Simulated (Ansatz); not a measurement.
Steps from a short run of molecular dynamics on a 1×2×2 supercell (24 atoms) of SiO2 (P4_2/mnm), relaxed with r2SCAN; forces from PBE in the PAW code Ansatz, 4×2×2 mesh, Fermi-Dirac smearing of 0.112 eV, a Nosé-Hoover thermostat at fixed volume, set at 1300 K. Spin polarisation is off, nuclei are classical, and the run is far too short for thermal averages.

Cell vectors in Å:
```
4.1852 0.0000 0.0000
0.0000 8.3704 0.0000
0.0000 0.0000 5.3377
```

**Question.** At 6 fs the positions in Å are
```
Si   0.007   0.000  -0.006
Si   2.054   2.112   1.300
O    1.247   1.290   0.029
O    0.823   3.440   1.326
O    2.890   2.918  -0.023
O    3.294   0.816   1.388
Si   0.064   0.028   2.695
Si   2.126   2.127   4.044
O    1.322   1.212   2.677
O    0.860   3.338   4.040
O    2.975   2.943   2.597
O    3.424   0.796   4.080
Si   0.018   4.197  -0.017
Si   2.134   6.217   1.303
O    1.261   5.450  -0.052
O    0.757   7.576   1.357
O    2.871   7.087  -0.027
O    3.362   4.957   1.347
Si  -0.022   4.215   2.700
Si   2.071   6.256   3.957
O    1.207   5.406   2.645
O    0.855   7.532   4.065
O    2.773   7.167   2.658
O    3.416   4.960   3.982
```
What are the forces, and how far does the free energy (smearing included) lie above that of step 0, with the atoms on their sites?

**Answer.** 56.8 meV an atom; forces in eV/Å:
```
Si  -0.392  -0.394   2.305
Si   0.718  -0.336   1.653
O    0.555   0.206  -0.478
O    0.567  -1.325   0.081
O    0.884   0.439   0.638
O    1.465  -0.240  -0.969
Si  -1.370  -0.080  -0.352
Si  -0.358  -1.244  -2.070
O    0.378   2.083   0.633
O   -0.886   0.618  -0.964
O   -1.704  -1.460   1.719
O   -1.066   1.008  -1.740
Si   0.307  -0.880   0.853
Si  -0.935   1.236   0.176
O    0.518   0.129   0.748
O    0.457  -1.126  -0.553
O    0.423  -0.698   0.341
O   -0.770   1.445  -0.865
Si   1.063  -2.171  -1.647
Si  -0.051   0.726   0.499
O    2.099   1.753   0.254
O   -1.408   0.466  -1.208
O    1.327  -1.657   0.094
O   -1.819   1.501   0.851
```

**Question.** At 18 fs the positions in Å are
```
Si   0.001  -0.018   0.065
Si   2.013   2.138   1.296
O    1.221   1.321   0.055
O    0.879   3.480   1.319
O    2.922   2.969  -0.019
O    3.246   0.810   1.423
Si   0.134   0.078   2.735
Si   2.180   2.143   4.047
O    1.416   1.217   2.733
O    0.888   3.315   4.043
O    3.002   2.925   2.575
O    3.450   0.833   4.111
Si   0.061   4.190  -0.021
Si   2.173   6.154   1.248
O    1.256   5.425  -0.100
O    0.676   7.541   1.368
O    2.841   7.041  -0.054
O    3.310   4.960   1.320
Si  -0.026   4.194   2.698
Si   2.028   6.244   3.890
O    1.197   5.403   2.615
O    0.834   7.521   4.105
O    2.617   7.201   2.636
O    3.386   4.979   3.992
```
What are the forces, and how far does the free energy (smearing included) lie above that of step 0, with the atoms on their sites?

**Answer.** 110.5 meV an atom; forces in eV/Å:
```
Si  -1.479   0.017   0.612
Si   2.164  -0.657   1.612
O    0.963   0.014  -0.409
O   -0.276  -1.440   0.513
O    0.298  -0.596   0.639
O    2.475  -0.118  -1.384
Si  -2.126  -0.605  -0.329
Si  -0.167  -1.378  -1.383
O   -1.329   1.694  -0.124
O   -1.316   1.070  -1.352
O   -1.351  -0.829   1.985
O   -0.791   0.429  -1.398
Si  -0.763  -0.229   0.090
Si  -2.060   2.691   0.795
O    0.237   0.181   1.199
O    0.690  -0.602   0.124
O    0.782   0.263   0.390
O    1.538  -0.283  -0.090
Si   0.669  -0.815  -1.031
Si   0.336   0.969   1.527
O    0.966   0.705   0.177
O   -1.949   1.045  -1.380
O    3.009  -1.805  -0.393
O   -0.519   0.278  -0.388
```

**Question.** At 33 fs the positions in Å are
```
Si  -0.084  -0.042   0.161
Si   2.096   2.129   1.374
O    1.296   1.347   0.045
O    0.904   3.383   1.356
O    2.979   2.949   0.046
O    3.420   0.816   1.355
Si   0.082   0.100   2.755
Si   2.224   2.096   4.005
O    1.349   1.344   2.744
O    0.802   3.390   3.928
O    2.930   2.854   2.718
O    3.406   0.905   4.015
Si   0.061   4.173  -0.026
Si   2.102   6.223   1.244
O    1.270   5.425  -0.042
O    0.674   7.441   1.392
O    2.873   7.039  -0.051
O    3.391   4.951   1.284
Si   0.004   4.132   2.636
Si   2.001   6.283   3.902
O    1.266   5.451   2.593
O    0.647   7.586   4.024
O    2.761   7.093   2.586
O    3.309   5.021   3.967
```
What are the forces, and how far does the free energy (smearing included) lie above that of step 0, with the atoms on their sites?

**Answer.** 86.0 meV an atom; forces in eV/Å:
```
Si   1.220  -0.536  -4.053
Si   0.397  -0.134  -1.281
O    0.348  -0.923  -0.121
O   -0.934   0.147  -0.535
O   -0.738  -1.030  -0.571
O   -1.363   1.570   1.857
Si  -1.233  -0.742  -1.458
Si  -2.104   0.572   2.991
O   -1.494  -2.068  -1.379
O    1.015  -0.534   1.757
O    1.499   1.857  -2.039
O    0.335  -1.421   1.083
Si  -1.134   0.495  -0.796
Si  -0.276  -0.160   1.700
O   -0.070   0.608  -0.489
O    1.090   1.294  -0.502
O   -0.730   1.262   0.163
O   -0.188   0.205   0.596
Si  -0.587   2.183   0.533
Si   0.954  -0.465   0.247
O   -0.896  -0.859   0.419
O    2.489  -1.591   1.183
O    1.115   1.244   1.019
O    1.284  -0.974  -0.326
```

**Question.** At 36 fs the positions in Å are
```
Si  -0.100  -0.048   0.150
Si   2.124   2.123   1.383
O    1.320   1.342   0.041
O    0.892   3.361   1.363
O    2.977   2.924   0.054
O    3.452   0.835   1.357
Si   0.057   0.098   2.750
Si   2.222   2.091   4.020
O    1.298   1.342   2.719
O    0.790   3.405   3.917
O    2.934   2.865   2.730
O    3.402   0.902   4.005
Si   0.049   4.174  -0.035
Si   2.080   6.242   1.259
O    1.270   5.432  -0.029
O    0.693   7.432   1.397
O    2.876   7.061  -0.049
O    3.420   4.944   1.287
Si   0.007   4.135   2.628
Si   2.004   6.291   3.914
O    1.262   5.443   2.591
O    0.630   7.586   4.015
O    2.824   7.084   2.585
O    3.314   5.012   3.949
```
What are the forces, and how far does the free energy (smearing included) lie above that of step 0, with the atoms on their sites?

**Answer.** 81.2 meV an atom; forces in eV/Å:
```
Si   1.811  -0.473  -3.679
Si  -0.483  -0.030  -1.187
O    0.047  -1.074  -0.173
O   -0.597   0.266  -0.899
O   -0.372  -0.343  -0.731
O   -1.739   1.242   1.622
Si  -0.811  -0.896  -1.565
Si  -2.546   0.476   2.098
O    0.043  -1.432  -0.530
O    1.410  -0.889   2.256
O    0.869   1.184  -1.935
O    0.105  -1.311   1.230
Si  -0.812   0.220  -0.555
Si   0.130  -0.342   1.484
O    0.152   0.605  -0.788
O    0.792   1.670  -0.913
O   -1.082   0.704   0.327
O   -1.045   0.674   0.262
Si  -0.501   1.911   0.381
Si   0.954  -0.685  -0.172
O   -0.185  -0.145   0.711
O    2.987  -1.780   1.372
O   -0.009   0.983   1.146
O    0.884  -0.536   0.238
```
